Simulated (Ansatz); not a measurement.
HgTe:
```cif
data_HgTe
_chemical_formula_sum 'Hg1 Te1'
_space_group_name_H-M_alt 'P-6m2'
_space_group_IT_number 187
_space_group_name_Hall 'P -6 2'
_cell_length_a 4.15359
_cell_length_b 4.15359
_cell_length_c 3.88740
_cell_angle_alpha 90.000
_cell_angle_beta 90.000
_cell_angle_gamma 120.000
loop_
_atom_site_label
_atom_site_type_symbol
_atom_site_symmetry_multiplicity
_atom_site_Wyckoff_symbol
_atom_site_fract_x
_atom_site_fract_y
_atom_site_fract_z
_atom_site_occupancy
Hg1 Hg 1 a 0.00000 0.00000 0.00000 1
Te1 Te 1 f 0.66667 0.33333 0.50000 1
```

This is the r²SCAN-relaxed structure.

Problem. All from plane-wave PAW r²SCAN (Ansatz code), unless another level is named. Estimate the electronic character.

Solution. metallic (no gap).

Problem. Next, the density of states at the Fermi level?

Solution. 0.71 states/eV per atom (mean over ±0.08 eV).

Problem. Give the formation energy from the elements (no fitted shifts).

Solution. 0.10 eV/atom.

The cell is a constructed one: a structure type filled with these elements; neither database checked (COD, Materials Project) lists it. It is not the phase usual at ambient conditions (space group No. 216). The r²SCAN relaxation kept the symmetry of its start; whether a distortion lowers the energy is not shown. The references are the lowest solids computed at this level, not always the standard phases. Spin–orbit coupling is left out wherever it is not named.

Potentials: the later of the program's two PAW sets.
